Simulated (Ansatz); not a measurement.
Computed with DFT PBE, scalar-relativistic, plane waves, PAW (Ansatz 0.2.0). Settings: cutoff 420 eV, Γ-centred meshes spaced at most about 0.3 Å⁻¹, and about 0.25 Å⁻¹ or finer for metals (2π included), Gaussian smearing. No spin polarisation in the final relaxations.

Each of these unrelaxed guesses is relaxed in cell and atoms within its symmetry. A guess keeps its type if space group and coordination stay and the shape of the cell changes little (axis ratios within about 15 %, angles within 6°); the volume may change.

1. Ta5C

```
Ta C
1.0
     0.00000    3.69533    3.69533
     3.69533    0.00000    3.69533
     3.69533    3.69533    0.00000
Ta C
5 1
Direct
  0.25000 0.25000 0.25000
  0.12616 0.62461 0.62461
  0.62461 0.62461 0.62461
  0.62461 0.62461 0.12616
  0.62461 0.12616 0.62461
  0.00000 0.00000 0.00000
```

2. Be2CdS2

```
Be Cd S
1.0
    -2.04477    2.04477    4.77553
     2.04477   -2.04477    4.77553
     2.04477    2.04477   -4.77553
Be Cd S
2 1 2
Cartesian
  2.0448 0.0000 2.3878
  0.0000 2.0448 2.3878
  0.0000 0.0000 0.0000
  0.0000 0.0000 6.0461
  0.0000 0.0000 3.5050
```

3. Mg3Te2O

```
Mg Te O
1.0
     4.13902    0.00000    0.00000
     0.00000    4.13902    0.00000
     0.00000    0.00000    7.73288
Mg Te O
3 2 1
Cartesian
  2.0695 0.0000 4.7126
  0.0000 2.0695 4.7126
  2.0695 2.0695 3.8792
  2.0695 0.0000 0.2891
  0.0000 2.0695 0.2891
  0.0000 0.0000 3.2995
```

4. CaSi2N2

```
Ca Si N
1.0
    -1.84273    1.84273    5.01319
     1.84273   -1.84273    5.01319
     1.84273    1.84273   -5.01319
Ca Si N
1 2 2
Direct
  0.00000 0.00000 0.00000
  0.75000 0.25000 0.50000
  0.25000 0.75000 0.50000
  0.64509 0.64509 0.00000
  0.35491 0.35491 0.00000
```

Problem. Which guesses survive the relaxation?

Solution. Guess 1 keeps its type.

| guess | kept | start group | end group | V start (Å³/atom) | V end | b/a and c/a, end over start | nearest neighbours start | nearest neighbours end |
| --- | --- | --- | --- | --- | --- | --- | --- | --- |
| 1 | yes | F-43m | F-43m | 16.8 | 18.4 | 1.00, 1.00 | C 16, Ta 6/16 | C 16, Ta 6/16 |
| 2 | no | I4/mmm | I4/mmm | 16.0 | 23.0 | 1.00, 2.40 | Be 4, Cd 18, S 5 | Be 4, Cd 4, S 4 |
| 3 | no | P4mm | P4mm | 22.1 | 23.5 | 1.00, 0.85 | Mg 4, O 4, Te 5 | Mg 2/8, O 4, Te 7 |
| 4 | no | I4/mmm | I4/mmm | 13.6 | 15.1 | 1.00, 0.95 | Ca 16, N 4, Si 4 | Ca 2, N 4, Si 4 |

Neighbours count within 15 % of an atom's shortest distance; end groups are read at 0.02 Å (0.05 Å in metals).

No dispersion correction is applied, so the spacing and binding between layers, chains or molecules are poorly described (Be2CdS2 I4/mmm). These runs have no spin–orbit coupling, which can matter for Ta and Te. A magnetic state wasn't ruled out in cells without spin, among them Ta5C F-43m. Cells relaxed within their symmetry can be saddle points.

In counts of neighbours, a slash parts the counts of unlike sites.
